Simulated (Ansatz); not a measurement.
Relax this structure to zero stress and force, keeping its symmetry:

```
Ni O
1.0
     2.97701   -4.08653    0.00000
     2.97701    4.08653    0.00000
     0.00000    0.00000    2.85244
Ni O
3 4
Direct
  0.50000 0.00000 0.50000
  0.00000 0.50000 0.50000
  0.00000 0.00000 0.00000
  0.79372 0.79372 0.50000
  0.20628 0.20628 0.50000
  0.22772 0.77228 0.00000
  0.77228 0.22772 0.00000
```

Method: Ansatz 0.2.0, DFT PBEsol, scalar-relativistic, plane waves, PAW.

Plane waves to 420 eV, a k mesh through Γ of 8×8×12 on the computed 7-atom cell and Gaussian smearing (0.10 eV); collinear spin from starting moments 1.18 1.18 0 0 0 0.14 0.14 μB.

Problem. What does it relax to?

Solution. The volume drops by 0.58 Å³/atom to 9.33 Å³/atom, and the energy falls by 20.2 meV/atom. The cell ends with a moment of 0.00 μB (only this magnetic start was tried). Final structure:
```cif
data_structure
_symmetry_space_group_name_H-M 'Cmmm'
_symmetry_Int_Tables_number 65
_cell_length_a 5.8484
_cell_length_b 7.8476
_cell_length_c 2.8473
_cell_angle_alpha 90.000
_cell_angle_beta 90.000
_cell_angle_gamma 90.000
_cell_volume 130.68
loop_
_atom_site_label
_atom_site_type_symbol
_atom_site_symmetry_multiplicity
_atom_site_Wyckoff_symbol
_atom_site_fract_x
_atom_site_fract_y
_atom_site_fract_z
_atom_site_occupancy
Ni1 Ni 4 f 0.25000 0.75000 0.50000 1
Ni2 Ni 2 a 0.00000 0.00000 0.00000 1
O1 O 4 h 0.78789 0.00000 0.50000 1
O2 O 4 i 0.50000 0.26284 0.00000 1
```

Course of the relaxation (steps run on the plane waves of an earlier cell, and the basis is chosen afresh near the end, so energy and pressure can step there; trial steps that raised the energy were taken back; energies are free energies):

| step | E − E_final (meV/atom) | largest force component (eV/Å) | P (GPa) | V (Å³/atom) |
| --- | --- | --- | --- | --- |
| 1 | 20.2 | 0.158 | -6.09 | 9.91 |
| 2 | 8.5 | 0.199 | -4.68 | 9.70 |
| 3 | 12.2 | 0.371 | 9.00 | 8.85 |
| 4 | -1.7 | 0.071 | -0.46 | 9.36 |
| 5 | -2.1 | 0.027 | 0.34 | 9.34 |
| 6 | -2.1 | 0.015 | -0.13 | 9.36 |
| 7 | -2.1 | 0.016 | -0.01 | 9.35 |
| 8 | -2.1 | 0.001 | 0.00 | 9.35 |
| 9 | 0.0 | 0.002 | -0.37 | 9.35 |
| 10 | -0.1 | 0.001 | -0.01 | 9.33 |
| 11 | 0.0 | 0.001 | -0.02 | 9.33 |

Moments started parallel, and an antiferromagnetic order may lie lower.

Cost: 1 run of about 36 core-minutes, on Oxide Virtual Turin-like Processor (Zen 5) (shared hosts).